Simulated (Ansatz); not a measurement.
CaO:
Space group Fm-3m (No. 225); a = 4.7841 Å, b = 4.7841 Å, c = 4.7841 Å, α = 90.00°, β = 90.00°, γ = 90.00°

| atom | site | symmetry | x | y | z |
|---|---|---|---|---|---|
| Ca | 4a | m-3m | 0.0000 | 0.0000 | 0.0000 |
| O | 4b | m-3m | 0.5000 | 0.5000 | 0.5000 |
(The calculation used a cell of 2 atoms; values per cell refer to that cell.)

Relaxed with r²SCAN+D4. 

Problem. HSE06 on this cell (Ansatz, a first-principles code, PAW) gives a gap of 5.31 eV. What does r²SCAN+D4 give?

Solution. 4.20 eV.

Cost on shared cores: the r²SCAN+D4 run (SCF on a 10×10×10 mesh, then bands and DOS) roughly 18 core-seconds, the HSE06 run (SCF on 7×7×7, then a few points) roughly 90 core-seconds; the tasks are unlike.

Symmetry was held in the r²SCAN+D4 relaxation.

Potentials: the later of the program's two PAW sets.

Ansatz is a plane-wave DFT program.
